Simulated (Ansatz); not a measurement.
The relaxed structure here is a generated cell of Rh: the first start was made by placing the elements on the sites of a structure type, and the end was not matched to a known phase here, so it may be hypothetical. Known forms of Rh include space group No. 225.

A relaxed structure of Rh. Method: PBE (plane waves to 420 eV, PAW, scalar-relativistic; Ansatz, a quantum-chemistry and plane-wave program).

```cif
data_Rh3
_chemical_formula_sum 'Rh3'
_space_group_name_H-M_alt 'P 1'
_space_group_IT_number 1
_cell_length_a 4.33786
_cell_length_b 4.33786
_cell_length_c 2.65877
_cell_angle_alpha 90.000
_cell_angle_beta 90.000
_cell_angle_gamma 120.000
loop_
_space_group_symop_operation_xyz
  'x, y, z'
loop_
_atom_site_label
_atom_site_type_symbol
_atom_site_fract_x
_atom_site_fract_y
_atom_site_fract_z
_atom_site_occupancy
Rh1 Rh 0.00000 0.00000 0.00000 1
Rh2 Rh 0.33333 0.66667 0.50000 1
Rh3 Rh 0.66667 0.33333 0.50000 1
```

Q: Determine the symmetry and give the standard cell with its independent sites.

A: Space group P6/mmm (No. 191); a = b = 4.338 Å, c = 2.659 Å, α = β = 90.00°, γ = 120.00°

```csv
atom,site,symmetry,x,y,z
Rh,1a,6/mmm,0.0000,0.0000,0.0000
Rh,2d,-6m2,0.3333,0.6667,0.5000
```

Q: Give the shortest distances between elements (the closest pairs, up to four, under 3.6 Å).

A: Rh–Rh 2.50 Å.

- Volume per atom = 14.44 Å³
- Band gap = zero (metallic)

No spin polarisation in the result.

The run could not lose the symmetry of its start, so the end can be a saddle point.

All atoms sit on sites fixed by symmetry, so only the cell could relax.
